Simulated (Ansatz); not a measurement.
BeTe:
```yaml
crystal:
  lattice:
    - [0.00000, 2.65071, 2.65071]
    - [2.65071, 0.00000, 2.65071]
    - [2.65071, 2.65071, 0.00000]
  atoms:
    - { symbol: Be, position: [0.00000, 0.00000, 0.00000] }
    - { symbol: Te, position: [0.50000, 0.50000, 0.50000] }
```

Relaxed with PBEsol. Special points in fractions of this cell's reciprocal vectors: Γ (0.000, 0.000, 0.000); X (0.500, 0.000, 0.500); U (0.625, 0.250, 0.625); K (0.375, 0.375, 0.750); L (0.500, 0.500, 0.500); W (0.500, 0.250, 0.750).

Task: List the band energies nearest the Fermi level at these points for PBEsol in the plane-wave PAW code Ansatz.

Result: In eV from the Fermi level; about four levels below and three above (degenerate sets whole), none deeper than 8.9 eV; points with the same levels are listed once.

```tsv
k	below	above
Γ	-0.27 -0.27 -0.27	3.35 6.37 6.37 6.37
X	-6.32 -3.15 -3.15 -0.91	2.88 9.07 9.07
U	-5.71 -5.19 -2.48	0.55 5.76 6.36
L	-7.03 -0.28 -0.28	2.27 2.27 2.97
W	-5.14 -5.14 -4.30	3.49 3.49 7.35 7.35
```

Space group Fm-3m (rock salt). The start of the workflow was typed in or built on a structure type; neither database checked (COD, Materials Project) lists it. COD files the formula under space group No. 216, so this cell is another polymorph or a model. Whether it is the stable phase at ambient conditions was not checked. Symmetry was held in the PBEsol relaxation. At this level the phase is dynamically unstable (imaginary phonons). Scalar-relativistic: spin–orbit coupling is off unless named, which matters more the heavier the elements.

Potentials: the later of the program's two PAW sets.
